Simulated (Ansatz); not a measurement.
Computed with Ansatz (plane waves, PAW, 420 eV cutoff): PBE, scalar-relativistic, no spin polarisation, 10×10×6 k-mesh, Gaussian smearing of 0.05 eV. The datasets are Ansatz's generated set soft_2.

The calculation on XP, where X is one element, gave:

```yaml
Space_group: P6_3/mmc (No. 194)
Conventional_cell: a = 4.050 Å, b = 4.050 Å, c = 7.216 Å, α = 90.00°, β = 90.00°, γ = 120.00°
Volume: 25.63 Å³/atom
Band_gap: zero (metallic)
Density_of_states_at_the_Fermi_level: 0.19 states/(eV·atom)
Bader_charges: X 0.81; P -0.81 e
Formation_energy_from_the_elements_0_K_uncorrected: 0.19 eV/atom (unstable against the elements)
Bulk_modulus_Birch–Murnaghan: 65 GPa
Pressure_derivative_B0′: 4.4
```

Sites: X on 2a, P on 2c.

Problem. Which element is X?
A. At
B. Tl
C. Bi
D. Pb

Solution. C. X is Bi, so the compound is BiP.

This is a trial structure made by placing the elements on a prototype's sites, so it needn't be the stable form.

No spin–orbit coupling, a notable omission for heavy elements.
